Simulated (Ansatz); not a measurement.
La3Te4:
```cif
data_La6Te8
_chemical_formula_sum 'Te8 La6'
_space_group_name_H-M_alt 'P 1'
_space_group_IT_number 1
_cell_length_a 8.18333
_cell_length_b 8.18333
_cell_length_c 8.18333
_cell_angle_alpha 109.471
_cell_angle_beta 109.471
_cell_angle_gamma 109.471
loop_
_space_group_symop_operation_xyz
  'x, y, z'
loop_
_atom_site_label
_atom_site_type_symbol
_atom_site_fract_x
_atom_site_fract_y
_atom_site_fract_z
_atom_site_occupancy
Te1 Te 0.15512 0.15512 0.15512 1
Te2 Te 0.84488 0.50000 0.00000 1
Te3 Te 0.50000 0.00000 0.34488 1
Te4 Te 0.00000 0.84488 0.50000 1
Te5 Te 0.34488 0.50000 0.00000 1
Te6 Te 0.65512 0.65512 0.65512 1
Te7 Te 0.00000 0.34488 0.50000 1
Te8 Te 0.50000 0.00000 0.84488 1
La1 La 0.25000 0.62500 0.37500 1
La2 La 0.37500 0.25000 0.62500 1
La3 La 0.75000 0.87500 0.12500 1
La4 La 0.12500 0.75000 0.87500 1
La5 La 0.62500 0.37500 0.25000 1
La6 La 0.87500 0.12500 0.75000 1
```

Relaxed with LDA.

Question: Which orbitals make up the states near the Fermi level in plane-wave PAW LDA (Ansatz code)?

Answer: Within 0.5 eV of the Fermi level: La 5d 57 %, La 4f 27 %, Te 5p 8 %, outside the projected shells 5 %. Projections are on Löwdin-orthogonalised atomic valence shells; empty p or d shells of many metals are not among them.

Question: Tabulate the density of states.

Answer: States/eV per cell of 14 atoms, in 0.25 eV bins, energy from the Fermi level.

| E (eV) | total | La 4f | Te 5p | La 5d |
|---|---|---|---|---|
| -7.85 | 0.00 | 0.00 | 0.00 | 0.00 |
| -7.60 | 0.00 | 0.00 | 0.00 | 0.00 |
| -7.35 | 0.00 | 0.00 | 0.00 | 0.00 |
| -7.10 | 0.00 | 0.00 | 0.00 | 0.00 |
| -6.85 | 0.00 | 0.00 | 0.00 | 0.00 |
| -6.60 | 0.00 | 0.00 | 0.00 | 0.00 |
| -6.35 | 0.00 | 0.00 | 0.00 | 0.00 |
| -6.10 | 0.00 | 0.00 | 0.00 | 0.00 |
| -5.85 | 0.00 | 0.00 | 0.00 | 0.00 |
| -5.60 | 2.21 | 0.01 | 1.41 | 0.42 |
| -5.35 | 7.10 | 0.04 | 4.62 | 1.23 |
| -5.10 | 10.28 | 0.08 | 6.92 | 1.82 |
| -4.85 | 14.66 | 0.13 | 10.16 | 2.86 |
| -4.60 | 10.34 | 0.10 | 7.34 | 2.04 |
| -4.35 | 20.55 | 0.20 | 14.53 | 4.54 |
| -4.10 | 14.98 | 0.22 | 10.61 | 3.11 |
| -3.85 | 9.44 | 0.18 | 6.78 | 1.93 |
| -3.60 | 3.34 | 0.08 | 2.30 | 0.70 |
| -3.35 | 13.69 | 0.32 | 9.49 | 3.06 |
| -3.10 | 16.11 | 0.33 | 11.61 | 3.34 |
| -2.85 | 16.18 | 0.40 | 10.65 | 4.51 |
| -2.60 | 18.36 | 0.62 | 12.17 | 4.77 |
| -2.35 | 10.33 | 0.45 | 6.96 | 2.44 |
| -2.10 | 10.13 | 0.56 | 7.09 | 2.10 |
| -1.85 | 10.60 | 0.80 | 7.80 | 1.67 |
| -1.60 | 3.70 | 0.33 | 2.85 | 0.42 |
| -1.35 | 0.00 | 0.00 | 0.00 | 0.00 |
| -1.10 | 0.00 | 0.00 | 0.00 | 0.00 |
| -0.85 | 0.00 | 0.00 | 0.00 | 0.00 |
| -0.60 | 0.04 | 0.00 | 0.00 | 0.03 |
| -0.35 | 1.07 | 0.14 | 0.07 | 0.78 |
| -0.10 | 7.84 | 1.53 | 0.60 | 5.10 |
| 0.15 | 15.44 | 4.07 | 1.25 | 8.86 |
| 0.40 | 12.27 | 4.16 | 0.96 | 6.25 |
| 0.65 | 23.98 | 13.94 | 0.79 | 7.69 |
| 0.90 | 39.59 | 31.01 | 0.59 | 6.13 |

Space group I-43d. The workflow started from an entry of the Crystallography Open Database (COD). Its standing as an ambient phase is unchecked. The LDA relaxation kept the symmetry of its start; its stability against distortions is not shown here. Scalar-relativistic: spin–orbit coupling is off unless named, which matters more the heavier the elements.

Potentials: the later of the program's two PAW sets.
